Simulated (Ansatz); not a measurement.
Ansatz input

```yaml
crystal:
  lattice:
    - [14.0, 0.0, 0.0]
    - [0.0, 14.4, 0.0]
    - [0.0, 0.0, 14.8]
  atoms:
    - { symbol: Te, position: [0.5, 0.5, 0.5], spin: 2.0 }
  symmetry: { detect: false, time_reversal: true }
hamiltonian:
  xc: lda
  pseudopotentials:
    kind: paw
    azcp:
      Te: "pseudopotentials/Te.paw.azcp"
basis:
  ecutwfc: 420
  fft_grid_basis: typed
kpoints:
  mp_grid: { grid: [1, 1, 1], shift: [0, 0, 0] }
magnetization:
  spin_polarized: true
scf:
  occupations: { method: fermi_dirac, width: 0.01 }
```

Output

```
Warning: the record states the generating functional pbe (its physics header spells it `PBE`), which answers neither for hamiltonian.xc's functional nor for the lda family's — results may be inconsistent (PPs are generated against a specific XC)
Engine: ansatz 0.2.0, aarch64-unknown-linux-gnu
Pseudopotentials: kind: paw
Pseudopotential: Te, paw, valence charge 16, recommended cutoff 420 eV (normal) 
Functional definition: SPW92
  exchange = slater_x
  correlation = pw_c
Crystal: 1 atoms, lattice volume = 2983.680 Å³
Basis set: ecut = 420 eV, 58327 PW (Γ)
Bands: 13, of which v1, the nominal top of the filled ones, is band 8 counted from 1 (7 counted from 0)
Symmetry: 1 space group operations
k-points: 1
Non-local potential: Te, projectors of the file, l = 0: 2, l = 1: 2, l = 2: 2, l = 3: 2
PAW form: soft (Blöchl's): semilocal exchange-correlation on the pseudo side does not see the compensation charge
PAW frozen core: Te, regenerated for the run's functional, and the local potential with it (the file was generated under x = pbe(κ = 0.804, μ = 0.2195149727645171), c = pbe(β = 0.06672455060314922))
PAW one-centre angular grid: Te, 590 points (default); XC on 64 Gauss nodes
Initial density: superposition of atomic densities (neutral atoms: chi_scale 0, normalization atom)
Starting moments: Σ|m| = 2 μB on 1 of 1 site
Initial wavefunctions: pseudopotential atomic-orbital guess
Functional: x = slater, c = lda
iter 1 solved again at ethr=4.24e-5 eV; its pass at ethr=3.10e-3 eV (dr2=6.79e-3 eV) is discarded
SCF iter   1: F=—  HF=-6823.477601 eV  |F-HF|=—  |Δ(HF+E_count)|=         —  Δρ=9.22e-3 (↑9.22e-3 ↓9.05e-3)  dr2=7.74e-3  dr2_m=2.28e0  M=2.000 μB ∫|m|=2.000 μB  β_m=0.30  ethr=4.24e-5  ⟨swp⟩=2.5  Hψ=242  notcnv=0
spin=Collinear: Resta preconditioning applied to the charge; magnetization (m = ρ↑ − ρ↓) channel mixes plain (no charge-response kernel on spin).
SCF iter   2: F=—  HF=-6823.701546 eV  |F-HF|=—  |Δ(HF+E_count)|=   2.24e-1  Δρ=6.53e-3 (↑6.53e-3 ↓6.40e-3)  dr2=2.38e-3  dr2_m=1.14e0  M=2.000 μB ∫|m|=2.000 μB  β_m=0.30  ethr=4.24e-5  ⟨swp⟩=3.0  Hψ=56  notcnv=0
spin-set hold released at iteration 2 (site moments show no strong build): the magnetisation degrees of freedom join the quasi-Newton model from the next iteration; the mixer history was kept
SCF iter   3: F=—  HF=-6823.814754 eV  |F-HF|=—  |Δ(HF+E_count)|=   1.13e-1  Δρ=4.59e-3 (↑4.59e-3 ↓4.55e-3)  dr2=3.57e-5  dr2_m=5.71e-1  M=2.000 μB ∫|m|=2.000 μB  β_m=0.06  ethr=1.49e-5  ⟨swp⟩=4.0  Hψ=59  notcnv=0
SCF iter   4: F=—  HF=-6823.855400 eV  |F-HF|=—  |Δ(HF+E_count)|=   4.06e-2  Δρ=3.69e-3 (↑3.69e-3 ↓3.67e-3)  dr2=6.92e-5  dr2_m=3.70e-1  M=2.000 μB ∫|m|=2.000 μB  β_m=0.41  ethr=2.23e-7  ⟨swp⟩=3.5  Hψ=56  notcnv=0
SCF iter   5: F=—  HF=-6823.928366 eV  |F-HF|=—  |Δ(HF+E_count)|=   7.30e-2  Δρ=7.59e-4 (↑7.59e-4 ↓7.54e-4)  dr2=1.39e-5  dr2_m=1.57e-2  M=2.000 μB ∫|m|=2.000 μB  β_m=0.76  ethr=2.23e-7  ⟨swp⟩=3.5  Hψ=82  notcnv=0
SCF iter   6: F=—  HF=-6823.931779 eV  |F-HF|=—  |Δ(HF+E_count)|=   3.41e-3  Δρ=5.76e-5 (↑4.70e-6 ↓5.76e-5)  dr2=1.56e-4  dr2_m=2.10e-5  M=2.000 μB ∫|m|=2.000 μB  β_m=0.78  ethr=8.69e-8  ⟨swp⟩=4.0  Hψ=74  notcnv=0
SCF iter   7: F=—  HF=-6823.931844 eV  |F-HF|=—  |Δ(HF+E_count)|=   6.46e-5  Δρ=1.98e-4 (↑8.35e-6 ↓1.98e-4)  dr2=1.85e-3  dr2_m=2.47e-4  M=2.000 μB ∫|m|=2.000 μB  β_m=0.48  ethr=8.69e-8  ⟨swp⟩=3.0  Hψ=54  notcnv=0  recentre
SCF iter   8: F=—  HF=-6823.931778 eV  |F-HF|=—  |Δ(HF+E_count)|=   6.56e-5  Δρ=2.30e-6 (↑1.32e-6 ↓2.30e-6)  dr2=1.99e-7  dr2_m=1.72e-8  M=2.000 μB ∫|m|=2.000 μB  β_m=0.59  ethr=8.69e-8  ⟨swp⟩=3.0  Hψ=48  notcnv=0
SCF iter   9: F=—  HF=-6823.931779 eV  |F-HF|=—  |Δ(HF+E_count)|=   2.33e-7  Δρ=5.75e-6 (↑3.83e-7 ↓5.75e-6)  dr2=1.55e-6  dr2_m=2.07e-7  M=2.000 μB ∫|m|=2.000 μB  β_m=0.59  ethr=6.25e-10  ⟨swp⟩=3.0  Hψ=56  notcnv=0
iter 10 did not close the SCF: its close was put off for the exchange–correlation potential of the local minority spin (scf_convergence_deferred on its scf_iter line)
SCF iter  10: F=-6823.931779 eV  HF=-6823.931779 eV  |F-HF|=1.15e-8  |Δ(HF+E_count)|=   3.62e-8  Δρ=7.79e-7 (↑2.52e-7 ↓7.79e-7)  dr2=2.65e-8  dr2_m=3.55e-9  M=2.000 μB ∫|m|=2.000 μB  β_m=0.61  ethr=6.25e-10  ⟨swp⟩=1.5  Hψ=66  notcnv=0
Mixer restart at iter 10: flushing history
SCF iter  11: F=—  HF=-6823.931779 eV  |F-HF|=—  |Δ(HF+E_count)|=         —  Δρ=2.85e-7 (↑6.96e-8 ↓2.85e-7)  dr2=3.62e-9  dr2_m=5.23e-10  M=2.000 μB ∫|m|=2.000 μB  β_m=0.61  ethr=6.25e-10  ⟨swp⟩=1.0  Hψ=26  notcnv=0
iter 12 did not close the SCF: its close was put off for the readings that it lacked (scf_convergence_deferred on its scf_iter line)
SCF iter  12: F=-6823.931779 eV  HF=-6823.931779 eV  |F-HF|=8.53e-9  |Δ(HF+E_count)|=   1.65e-9  Δρ=8.25e-7 (↑5.13e-8 ↓8.25e-7)  dr2=3.24e-8  dr2_m=4.20e-9  M=2.000 μB ∫|m|=2.000 μB  β_m=0.61  ethr=2.26e-11  ⟨swp⟩=2.5  Hψ=51  notcnv=0
iter 13 did not close the SCF: its close was put off for the readings that it lacked (scf_convergence_deferred on its scf_iter line)
SCF iter  13: F=-6823.931779 eV  HF=-6823.931779 eV  |F-HF|=1.04e-10  |Δ(HF+E_count)|=   1.11e-9  Δρ=6.96e-8 (↑2.44e-8 ↓6.96e-8)  dr2=1.66e-10  dr2_m=4.02e-11  M=2.000 μB ∫|m|=2.000 μB  β_m=0.72  ethr=2.26e-11  ⟨swp⟩=1.5  Hψ=65  notcnv=0
iter 14 did not close the SCF: its close was put off for the readings that it lacked (scf_convergence_deferred on its scf_iter line)
SCF iter  14: F=-6823.931779 eV  HF=-6823.931779 eV  |F-HF|=9.28e-11  |Δ(HF+E_count)|=  1.58e-10  Δρ=1.02e-7 (↑1.33e-8 ↓1.02e-7)  dr2=4.52e-10  dr2_m=7.35e-11  M=2.000 μB ∫|m|=2.000 μB  β_m=0.72  ethr=1.04e-12  ⟨swp⟩=1.0  Hψ=79  notcnv=0
iter 15 did not close the SCF: its close was put off for the readings that it lacked (scf_convergence_deferred on its scf_iter line)
SCF iter  15: F=-6823.931779 eV  HF=-6823.931779 eV  |F-HF|=1.23e-10  |Δ(HF+E_count)|=  1.82e-11  Δρ=1.21e-7 (↑5.58e-9 ↓1.21e-7)  dr2=6.21e-10  dr2_m=1.03e-10  M=2.000 μB ∫|m|=2.000 μB  β_m=0.61  ethr=1.04e-12  ⟨swp⟩=1.0  Hψ=65  notcnv=0
SCF iter  16: F=-6823.931779 eV  HF=-6823.931779 eV  |F-HF|=1.91e-11  |Δ(HF+E_count)|=  1.36e-11  Δρ=6.05e-8 (↑7.42e-9 ↓6.05e-8)  dr2=1.49e-10  dr2_m=2.77e-11  M=2.000 μB ∫|m|=2.000 μB  ethr=1.04e-12  ⟨swp⟩=1.0  Hψ=61  notcnv=0
SCF 1 converged in 16 iterations: F = -6823.931779 eV  dr2 = 1.49e-10
iteration 16: the least curvature of the free energy that was read at this close is 0.268 (0.976 in the run's own bands): not negative
smearing (spin ↓): bands 6 to 8 share 1.000 electrons (bands counted from 0; each is filled to between 0.3333 and 0.3334 of a full level; at each k-point the levels lie within 3.1e-6 eV, against a smearing width of 0.0100 eV). The entropy term TS of this state is 0.0191 eV
SCF converged after 16 iterations
Magnetization: 2.0000 μB (9.0000 up, 7.0000 down)
Absolute magnetization: 2.0043 μB (∫|ρ↑−ρ↓|, with the PAW one-centre terms)
Spin contamination: 0.0011 ħ² per cell (⟨S²⟩ above its minimum at these occupations)
Per-site moments (μB) at R_I (Å): [(1.9999991185852428, 5.775)]
Free energy (F): -6823.931779 eV
Harris-Foulkes:  -6823.931779 eV  (|F-HF|=1.91e-11)
Internal energy: -6823.912683 eV  (E = F + TS)
E sigma→0 (E₀):  -6823.922231 eV
Entropy (-TS):   -0.019095 eV (-19.095 meV/atom)
Fermi energy:    -5.356545 eV
--- Per-component energies (eV) ---
  E_band       = -469.453823
  E_kinetic    = 180.202524
  E_local      = -3551.205730  (includes V_loc(G=0)·N_el)
  E_nonlocal   = -304.856581
  E_hartree    = 1844.766696
  E_xc         = -120.624381
  E_vxc        = -100.689170  (∫ρ·V_xc dr)
  E_paw        = -4509.900030  (= ΣΔE_a)
  E_vpaw       = -382.438053  (= ΣTr[D̂ρ^β])
  E_aug_tail   = -0.000199  (compensation charges beyond the density's cutoff)
  E_ewald      = -362.973644
  E_core_change = 0.678661  (= ΣΔE_core)
  E_smearing   = -0.019095  (= −TS)
  E_closure    = -0.000000  (closes the sum)
  Σ components = -6823.931779   (vs F -6823.931779, Δ=0.00e0)
--- Band table (eV) ---
  k-point 0 ↑: bands = ["-41.5827", "-41.5827", "-41.5827", "-41.5827", "-41.5827", "-15.6319", "-6.3854", "-6.3854", "-6.3854", "-0.4534", "0.4008", "0.5582", "0.5883"]
  k-point 0 ↓: bands = ["-41.3649", "-41.3649", "-41.3649", "-41.3649", "-41.3649", "-14.5781", "-5.3496", "-5.3496", "-5.3496", "-0.3240", "0.4536", "0.6011", "0.6336"]
```

Command:

```sh
ansatz run input.yaml --threads 4 --pin off --max-ram 8192MiB --backend cpu --events-out ev --progress --plain --runs-dir out
```

On 4 threads of Arm Neoverse V1 (shared host) this took about 13 s of wall time and 48 s of CPU time, with 1.4 GiB at the peak.
